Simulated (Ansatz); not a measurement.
HfN in space group Pm-3m (No. 221; Hf on 3c, N on 3d), DFT-PBE in the program Ansatz with PAW potentials, all energies at zero smearing, with the estimated change up to a 700 eV cutoff added, with one set of potentials and settings (totals compare only within such a set). Cell of 6 atoms (3 Hf, 3 N): -48322.815 eV.

```tsv
element	reference phase	E (eV/atom)
Hf	P6_3/mmc, 2 atoms in the cell	-15722.2087
N	Pa-3, 8 atoms in the cell	-384.0342
```

Formation energy per atom, worked out: (-48322.815 − 3×(-15722.2087) − 3×(-384.0342))/6 = -0.681 eV/atom (-66 kJ per mol of atoms), at 0 K, without zero-point energy or fitted corrections.

The start of the workflow was typed in or built on a structure type; neither database checked (COD, Materials Project) lists it. It is not the phase usual at ambient conditions (space group No. 225). Symmetry was held in the PBE relaxation; its stability against distortions is not shown here. No spin polarisation was allowed. The volume moved by 16 % from the start of the relaxation. The references are the lowest solids computed at this level, not always the standard phases (solids in place of the gases). Spin–orbit coupling is left out wherever it is not named.

Potentials: the earlier of the program's two PAW sets.
